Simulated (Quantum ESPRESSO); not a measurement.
# NGe6Ga: input and log of a self-consistent run

A calculation, not a measurement. The program is pw.x of Quantum ESPRESSO 7.5 (plane-wave density functional theory). The cell is made up: 8 atoms on a zincblende/diamond lattice, with randomly drawn elements, strain and displacements, not relaxed. PseudoDojo standard norm-conserving files (v0.5 for PBE, v0.4.1 for LDA and PBEsol) set the functional; there is no spin polarisation, spin-orbit coupling or dispersion term, and the masses in the input are unused placeholders.

Input:

```
&control calculation='scf', pseudo_dir='./dojo.nc.sr.pbe.v0_5.standard.upf', outdir='./o', disk_io='low', tprnfor=.true., tstress=.true. /
&system ibrav=0, nat=8, ntyp=3, nbnd=61, ecutwfc=84.00895049, nosym=.true., tot_charge=0,
 occupations='smearing', smearing='fd', degauss=0.0073498644
/
&electrons conv_thr=7.350e-09, electron_maxstep=60, /
ATOMIC_SPECIES
Ga 1.0 Ga.upf
Ge 1.0 Ge.upf
N 1.0 N.upf
CELL_PARAMETERS angstrom
5.8496 -0.0844 -0.069
-0.0844 5.8213 0.0245
-0.069 0.0245 5.7934
ATOMIC_POSITIONS angstrom
N -0.0421 0.019 -0.0669
Ge -0.1972 2.9313 2.8525
Ge 2.8484 -0.0597 3.0184
Ge 2.9493 2.7315 -0.0313
Ge 1.366 1.4996 1.4828
Ga 1.2629 4.3451 4.3748
Ge 4.3085 1.4883 4.207
Ge 4.3659 4.2531 1.488
K_POINTS automatic
6 6 6 1 1 1
```

The log is shortened where brackets say so; the opening notice, blank lines, dates and the lines on written files are dropped, and the path of the files is cut. It prints rydbergs, bohrs and kilobars, and counts compression as positive stress.

```
     Program PWSCF v.7.5
     Parallel version (MPI & OpenMP), running on       4 processor cores
     Number of MPI processes:                 4
     Threads/MPI process:                     1
     [start-up lines left out]
     bravais-lattice index     =            0
     lattice parameter (alat)  =      11.0561  a.u.
     unit-cell volume          =    1330.8137 (a.u.)^3
     number of atoms/cell      =            8
     number of atomic types    =            3
     number of electrons       =       102.00
     number of Kohn-Sham states=           61
     kinetic-energy cutoff     =      84.0090  Ry
     charge density cutoff     =     336.0358  Ry
     scf convergence threshold =      7.3E-09
     mixing beta               =       0.7000
     number of iterations used =            8  plain     mixing
     Exchange-correlation= PBE
                           (   1   4   3   4   0   0   0)
     [axes and pseudopotential details left out]
   Cartesian axes
     site n.     atom                  positions (alat units)
         1        N      tau(   1) = (  -0.0071958   0.0032475  -0.0114347  )
         2        Ge     tau(   2) = (  -0.0337059   0.5010242   0.4875555  )
         3        Ge     tau(   3) = (   0.4868547  -0.0102041   0.5159115  )
         4        Ge     tau(   4) = (   0.5041008   0.4668739  -0.0053499  )
         5        Ge     tau(   5) = (   0.2334797   0.2563149   0.2534434  )
         6        Ga     tau(   6) = (   0.2158576   0.7426740   0.7477504  )
         7        Ge     tau(   7) = (   0.7364182   0.2543835   0.7190696  )
         8        Ge     tau(   8) = (   0.7462291   0.7269491   0.2543322  )
     number of k points=   108  Fermi-Dirac smearing, width (Ry)=  0.0073
     Number of k-points >= 100: set verbosity='high' to print them.
     Dense  grid:   138391 G-vectors     FFT dimensions: (  72,  72,  64)
     Estimated max dynamical RAM per process >     644.78 MB
     Estimated total dynamical RAM >       2.42 GB
     Initial potential from superposition of free atoms
     starting charge     101.9924, renormalised to     102.0000
     Starting wfcs are   67 randomized atomic wfcs
     total cpu time spent up to now is       10.3 secs
     per-process dynamical memory:   567.3 Mb
     Self-consistent Calculation
     iteration #  1     ecut=    84.01 Ry     beta= 0.70
     Davidson diagonalization with overlap
     ethr =  1.00E-02,  avg # of iterations =  3.2
     Threshold (ethr) on eigenvalues was too large:
     Diagonalizing with lowered threshold
     Davidson diagonalization with overlap
     ethr =  8.20E-04,  avg # of iterations =  1.6
     total cpu time spent up to now is       55.3 secs
     total energy              =   -1244.72908175 Ry
     estimated scf accuracy    <       0.82781870 Ry
     iteration #  2     ecut=    84.01 Ry     beta= 0.70
     Davidson diagonalization with overlap
     ethr =  8.12E-04,  avg # of iterations =  9.0
     total cpu time spent up to now is       82.1 secs
     total energy              =   -1244.49716378 Ry
     estimated scf accuracy    <       7.69869313 Ry
     iteration #  3     ecut=    84.01 Ry     beta= 0.70
     Davidson diagonalization with overlap
     ethr =  8.12E-04,  avg # of iterations =  5.7
     total cpu time spent up to now is      111.3 secs
     total energy              =   -1245.23038096 Ry
     estimated scf accuracy    <       0.06759538 Ry
     iteration #  4     ecut=    84.01 Ry     beta= 0.70
     Davidson diagonalization with overlap
     ethr =  6.63E-05,  avg # of iterations =  5.6
     total cpu time spent up to now is      136.2 secs
     total energy              =   -1245.24158980 Ry
     estimated scf accuracy    <       0.00510383 Ry
     iteration #  5     ecut=    84.01 Ry     beta= 0.70
     Davidson diagonalization with overlap
     ethr =  5.00E-06,  avg # of iterations =  5.3
     total cpu time spent up to now is      160.6 secs
     total energy              =   -1245.24210948 Ry
     estimated scf accuracy    <       0.00343217 Ry
     iteration #  6     ecut=    84.01 Ry     beta= 0.70
     Davidson diagonalization with overlap
     ethr =  3.36E-06,  avg # of iterations =  2.0
     total cpu time spent up to now is      180.6 secs
     total energy              =   -1245.24252453 Ry
     estimated scf accuracy    <       0.00079732 Ry
     iteration #  7     ecut=    84.01 Ry     beta= 0.70
     Davidson diagonalization with overlap
     ethr =  7.82E-07,  avg # of iterations =  2.0
     total cpu time spent up to now is      200.6 secs
     total energy              =   -1245.24264141 Ry
     estimated scf accuracy    <       0.00001225 Ry
     iteration #  8     ecut=    84.01 Ry     beta= 0.70
     Davidson diagonalization with overlap
     ethr =  1.20E-08,  avg # of iterations =  4.1
     total cpu time spent up to now is      224.3 secs
     total energy              =   -1245.24264514 Ry
     estimated scf accuracy    <       0.00000518 Ry
     iteration #  9     ecut=    84.01 Ry     beta= 0.70
     Davidson diagonalization with overlap
     ethr =  5.08E-09,  avg # of iterations =  2.0
     total cpu time spent up to now is      244.4 secs
     total energy              =   -1245.24264636 Ry
     estimated scf accuracy    <       0.00000076 Ry
     iteration # 10     ecut=    84.01 Ry     beta= 0.70
     Davidson diagonalization with overlap
     ethr =  7.44E-10,  avg # of iterations =  2.0
     total cpu time spent up to now is      264.7 secs
     total energy              =   -1245.24264647 Ry
     estimated scf accuracy    <       0.00000005 Ry
     iteration # 11     ecut=    84.01 Ry     beta= 0.70
     Davidson diagonalization with overlap
     ethr =  5.26E-11,  avg # of iterations =  2.6
     total cpu time spent up to now is      286.3 secs
     End of self-consistent calculation
     Number of k-points >= 100: set verbosity='high' to print the bands.
     the Fermi energy is     6.6799 ev
!    total energy              =   -1245.24264648 Ry
     estimated scf accuracy    <          7.0E-09 Ry
     smearing contrib. (-TS)   =      -0.00603000 Ry
     internal energy E=F+TS    =   -1245.23661649 Ry
     The total energy is F=E-TS. E is the sum of the following terms:
     one-electron contribution =    -703.13597614 Ry
     hartree contribution      =     415.35080104 Ry
     xc contribution           =    -309.04187901 Ry
     ewald contribution        =    -648.40956238 Ry
     convergence has been achieved in  11 iterations
     Forces acting on atoms (cartesian axes, Ry/au):
     atom    1 type  3   force =     0.00991835   -0.00142200    0.01541831
     atom    2 type  2   force =     0.07367786   -0.00967856    0.02711974
     atom    3 type  2   force =     0.00033518   -0.00832479   -0.03867110
     atom    4 type  2   force =    -0.01714682    0.03989579    0.00277811
     atom    5 type  2   force =    -0.01481711   -0.05543653   -0.03083978
     atom    6 type  1   force =    -0.02282575    0.01241699    0.03878562
     atom    7 type  2   force =     0.01449450   -0.05896274    0.05809234
     atom    8 type  2   force =    -0.04363622    0.08151184   -0.07268324
     Total force =     0.193313     Total SCF correction =     0.000452
     Computing stress (Cartesian axis) and pressure
          total   stress  (Ry/bohr**3)                   (kbar)     P=      -48.84
  -0.00032178   0.00009321   0.00005358          -47.34       13.71        7.88
   0.00009321  -0.00032242  -0.00011840           13.71      -47.43      -17.42
   0.00005358  -0.00011840  -0.00035192            7.88      -17.42      -51.77
     init_run     :      9.77s CPU     10.12s WALL (       1 calls)
     electrons    :    272.24s CPU    276.02s WALL (       1 calls)
     forces       :      3.60s CPU      3.63s WALL (       1 calls)
     stress       :     11.21s CPU     11.48s WALL (       1 calls)
     [timing details left out]
     PWSCF        :   4m57.06s CPU   5m 1.59s WALL
     JOB DONE.
```

In other units: free energy -16942.389 eV for the cell, pressure -4.88 GPa, largest force component 2.096 eV/Å. A rerun of a related cell, with the same atoms placed differently, at 1437 eV and a 8 x 8 x 8 mesh moved values by no more than 0.004 eV in energy, 0.02 GPa in stress and 0.004 eV/Å in force.